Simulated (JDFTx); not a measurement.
System: Ag(110) (Fm-3m bulk; lattice of mp-124, not re-optimised at this level), (1×1) cell of 5 atoms in 5 planes, area 11.91 Å² a face, 5.8 Å between the outermost planes in a cell 24.8 Å high; k mesh 6×8×1, Fermi width 0.01 Ha, no spin polarisation.

Adsorbate: C on both faces at 1.00 monolayer, started bridge and relaxed in vacuum, keeping the symmetry of the start.

All numbers are PBE, GBRV ultrasoft potentials, plane waves to 20/100 Ha results from a modified build of JDFTx, not measurements. The adsorption energy per C is [E(slab + 2 C) − E(slab)]/2 − (E(CH4) − 2 E(H2)), with the gas molecules relaxed at the same level and slab energies taken as (E + F)/2, the usual estimate of zero smearing. In reaction energies these potentials put H₂ about 0.03 eV too high against large-basis PBE. No zero-point energy or vibrational entropy is included. Both faces are alike, and the cell allows no reconstruction beyond its size.

**Question.** Predict the adsorption energy and the geometry, and the change of the work function.

**Answer.** 5.29 eV. C has sunk 0.08 Å below the highest substrate atom, bound to 4 Ag at 2.05 Å. The work function goes from 4.21 to 5.27 eV. In linear PCM (GLSSA13), water, 1 M NaF, at zero charge, the adsorption energy is 5.29 eV and the potential of zero charge moves from -0.46 to 0.62 V vs SHE (4.44 V convention).
